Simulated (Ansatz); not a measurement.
Computed with DFT PBE, scalar-relativistic, plane waves, PAW (Ansatz 0.2.0). Cutoff 420 eV, Γ-centred meshes of about 0.25 Å⁻¹ or finer for metals and 0.3 Å⁻¹ for insulators (2π included), Gaussian smearing. No spin polarisation.

All energies are static (0 K, no zero-point motion).

Two relaxed structures of Zr4Ag:

A.

```
Zr Ag
1.0
    -2.71582    2.71582    4.17098
     2.71582   -2.71582    4.17098
     2.71582    2.71582   -4.17098
Zr Ag
4 1
Direct
  0.50000 0.00000 0.50000
  0.00000 0.50000 0.50000
  0.17812 0.17812 0.00000
  0.82188 0.82188 0.00000
  0.50000 0.50000 0.00000
```

B.

```
Zr Ag
1.0
     3.82530   -5.00821    0.00000
     3.82530    5.00821    0.00000
     0.00000    0.00000    3.20017
Zr Ag
4 1
Direct
  0.77988 0.22012 0.50000
  0.19618 0.19618 0.00000
  0.80382 0.80382 0.00000
  0.22012 0.77988 0.50000
  0.50000 0.50000 0.50000
```

Task: Which is lower in energy, and by how much?

Result: B is lower, by 195 meV/atom. A has space group I4/mmm (No. 139), 24.6 Å³/atom and no gap on its mesh; B has space group Cmmm (No. 65), 24.5 Å³/atom and no gap. Counting all near atoms (those within 1.25 times the shortest distance at each site; a plus sign parts nearer from farther groups; a slash parts the counts of unlike sites), A has Zr 1+5/2+4, Ag 6 and B has Zr 1+6/9, Ag 6+2. Even the lower one lies +0.36 eV/atom against the reference forms of the elements (uncorrected), so neither is stable at this level. Both come from trial cells of a structure search, whose lowest cell (I4/m, 21.9 Å³/atom) lies 0.36 eV/atom below the lower of the two.

Trial moments fell under 0.15 μB along the way in I4/mmm and Cmmm; another start might hold them. Cells relaxed within their symmetry can be saddle points. Some candidate types were left out of the draw beforehand, so a known form may be missing.
